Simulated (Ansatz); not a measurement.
**K3SnHF8 — K-41 NMR of the central transition**

Cell: an entry of the Crystallography Open Database (COD), its atoms then relaxed with PBE in this cell.

Space group C2/c (No. 15); a = 8.7630, b = 14.0700, c = 6.8280 Å, β = 93.08°.

```csv
site,Wyckoff,site symmetry,x,y,z
K1,8f,1,0.2198,0.1006,0.7954
K5,4e,2,0.5000,0.8537,0.7500
Sn,4e,2,0.5000,0.6819,0.2500
H,4b,-1,0.5000,0.0000,0.0000
F11,4e,2,0.5000,0.5403,0.2500
F13,8f,1,0.5411,0.6848,0.5406
F17,8f,1,0.3748,0.0054,0.5368
F21,4e,2,0.5000,0.8237,0.2500
F23,8f,1,0.2207,0.1868,0.1955
```

One atom of each set is listed; the run and its k-mesh use a cell of 26 atoms with edges of 8.29, 8.29, 6.83 Å.

Method: Kohn–Sham DFT in Ansatz, PBE, plane waves and PAW, scalar-relativistic, 420 eV cutoff, Γ-centred 3×3×4 k-points, Fermi–Dirac smearing 0.02 eV.

K-41 has I = 3/2 and Q = 73.40 mb (Pyykkö 2018); at 9.4 T its Larmor frequency is ν₀ = 10.3 MHz. Only the quadrupole interaction is simulated: positions count from each site's isotropic chemical shift, and shift anisotropy, dipolar and J coupling are left out.

Q: Simulate the second-order pattern (static powder, Gaussian broadening 20 kHz) of site K5 (8 F at 2.52–3.03 Å; also 2 F at 3.44 Å).

A: The calculation gives C_Q = 4.27 MHz and η = 0.96, so ν_Q = 2.13 MHz and the centre of gravity lies at -5649 ppm (-58.0 kHz).

(offset (kHz), height): (-314.1, 0), (-293.0, 9), (-272.0, 23), (-251.0, 25), (-230.0, 26), (-209.0, 28), (-188.0, 29), (-167.0, 31), (-146.0, 33), (-125.0, 36), (-104.0, 39), (-82.9, 44), (-61.9, 49), (-40.9, 59), (-19.9, 79), (1.1, 100), (22.1, 77), (43.1, 41), (64.1, 28), (85.1, 25), (106.1, 23), (127.1, 20), (148.2, 8), (169.2, 0)

With ν_Q/ν₀ up to 0.21, terms beyond second order are no longer negligible.

The relaxation (11 steps) took 6.7 min of wall time (6.7 min of CPU time) and 1.1 GiB at its peak, on 1 thread of Arm Neoverse V2 (aarch64; 8 cores open to the job, memory cap 3.0 GiB, no GPU), a shared host with a load of 0.4 a core.
